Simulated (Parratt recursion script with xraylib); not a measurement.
How thick is the Co film? X-ray reflectivity on Si

```
layer, from the top  thickness (Å)  density (g/cm³)  rms roughness of its top face (Å)  δ (10⁻⁶)  β (10⁻⁶)
-------------------  -------------  ---------------  ---------------------------------  --------  --------
Co                               ?            9.156                                2.4     33.50    0.8221
Si (substrate)                   –            2.313                                2.2     10.18    0.3216
```

The refractive index is n = 1 − δ + iβ. Vacuum lies above.

Densities are inputs, not measurements. They were set from computed cells of the Materials Project: Co from entry mp-1183710 (P6₃/mmc, 9.156 g/cm³); Si from entry mp-149 (Fd-3m, 2.313 g/cm³). A layer's crystal structure does not enter its constants, only its composition and density.

Model: specular X-ray reflectivity, Parratt recursion, Névot-Croce roughness, xraylib tables. Program: Parratt recursion script with xraylib 4.3.0.

Photon energy 6.93 keV (λ = 1.7891 Å), s polarisation. The grazing angle θ is scanned from 0.05° to 4.65° in 900 evenly spaced points, and the curve is smoothed with a Gaussian of 0.004° full width. A minimum is a scan point below both neighbours, placed by a parabola through ln R at the three points.

All minima between 0.65 and 1.3°: θ = 0.695, 0.794, 0.901, 1.012, 1.128, 1.245°.

### Question
Find the film thickness d from the minima.

### Answer
sin²θ of the minima, in units of 10⁻⁶: 147.1, 192.0, 247.3, 311.9, 387.5, 472.1. For consecutive orders m, sin²θ = 2δ + (mλ/2d)², so u = (sin²θ − 2δ)^½ rises by λ/2d from one minimum to the next. With the film's δ, u in units of 10⁻³ is 8.950, 11.180, 13.428, 15.649, 17.903, 20.127. A straight line through u against the count of the minimum has slope 2.236 × 10⁻³, so d = λ/(2 × slope) = 400.1 Å.

The run used d = 400 Å; the estimate misses by 0.1 Å. The spacing of the first two listed minima alone, with δ left out, gives λ/(2Δθ) = 517.7 Å, 29.4 % too high.
